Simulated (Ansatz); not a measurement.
Input:

SiO2:
```cif
data_O16Si8
_chemical_formula_sum 'Si8 O16'
_space_group_name_H-M_alt 'I4/mmm'
_space_group_IT_number 139
_space_group_name_Hall '-I 4 2'
_cell_length_a 8.91077
_cell_length_b 8.91077
_cell_length_c 5.21458
_cell_angle_alpha 90.000
_cell_angle_beta 90.000
_cell_angle_gamma 90.000
loop_
_atom_site_label
_atom_site_type_symbol
_atom_site_symmetry_multiplicity
_atom_site_Wyckoff_symbol
_atom_site_fract_x
_atom_site_fract_y
_atom_site_fract_z
_atom_site_occupancy
Si1 Si 8 h 0.17694 0.17694 0.00000 1
O1 O 8 f 0.25000 0.25000 0.25000 1
O2 O 8 i 0.00000 0.20894 0.00000 1
```
(The calculation used a cell of 12 atoms; values per cell refer to that cell.)

This is the LDA-relaxed structure.

### Question
All from the program Ansatz at the LDA level (PAW), unless another level is named. Give the highest zone-centre frequency (without LO–TO term).

### Answer
1241 cm^-1.

### Question
And the bulk modulus (Birch–Murnaghan fit)?

### Answer
134 GPa.

The first step of the workflow began from a Materials Project structure, measured or hypothetical; the Crystallography Open Database copy checked does not list it. It is not the phase usual at ambient conditions (space group No. 92, 152, 154). The cell was relaxed with LDA under the symmetry of its start. At this level the phase is dynamically unstable (imaginary phonons).

Potentials: the later of the program's two PAW sets.
